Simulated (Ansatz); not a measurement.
Be3Ir:
```yaml
crystal:
  lattice:
    - [-1.62968, 1.62968, 3.62026]
    - [1.62968, -1.62968, 3.62026]
    - [1.62968, 1.62968, -3.62026]
  atoms:
    - { symbol: Be, position: [0.75000, 0.25000, 0.50000] }
    - { symbol: Be, position: [0.25000, 0.75000, 0.50000] }
    - { symbol: Be, position: [0.50000, 0.50000, 0.00000] }
    - { symbol: Ir, position: [0.00000, 0.00000, 0.00000] }
```

Relaxed with r²SCAN. Special points in fractions of this cell's reciprocal vectors: Γ (0.000, 0.000, 0.000); X (0.000, 0.000, 0.500); P (0.250, 0.250, 0.250); N (0.000, 0.500, 0.000); M (0.500, 0.500, -0.500); S (0.301, 0.699, -0.301); S0 (-0.301, 0.301, 0.301); R (-0.101, 0.101, 0.500); G (0.500, 0.500, -0.101).

Problem. List the band energies nearest the Fermi level at these points for the program Ansatz at the r²SCAN level (PAW).

Solution. In eV from the Fermi level; about four levels below and three above (degenerate sets whole), none deeper than 8.9 eV; … stands for higher levels left out; points with the same levels are listed once.

```csv
k,below,above
Γ,-3.85 -3.85 -2.22 -2.13,3.68 3.68 5.90 5.90
X,-3.89 -3.70 -2.71 -0.74,0.21 4.95 6.30
P,-3.09 -3.09 -1.25 -0.74 -0.26,2.70 6.75 6.75
N,-3.47 -2.64 -1.07 -0.68,3.36 4.85 7.64
M,-2.38 -2.38 -2.06 -0.08 -0.08,7.50 8.13 …
S,-3.34 -2.53 -2.17 -0.85,3.97 5.55 7.46
R,-4.10 -3.66 -2.87 -0.45,0.75 5.35 6.37
```

Space group I4/mmm. The workflow started from a Materials Project entry (that database holds measured and hypothetical structures alike); the Crystallography Open Database copy checked does not list it. With Be and Ir taken as one species the cell has the higher symmetry Fm-3m, so it may be an ordered model of a mixed-site phase. Its standing as an ambient phase is unchecked. The r²SCAN relaxation kept the symmetry of its start; its stability against distortions is not shown here. The run is not spin-polarised. Spin–orbit coupling is left out wherever it is not named.

Potentials: the later of the program's two PAW sets.
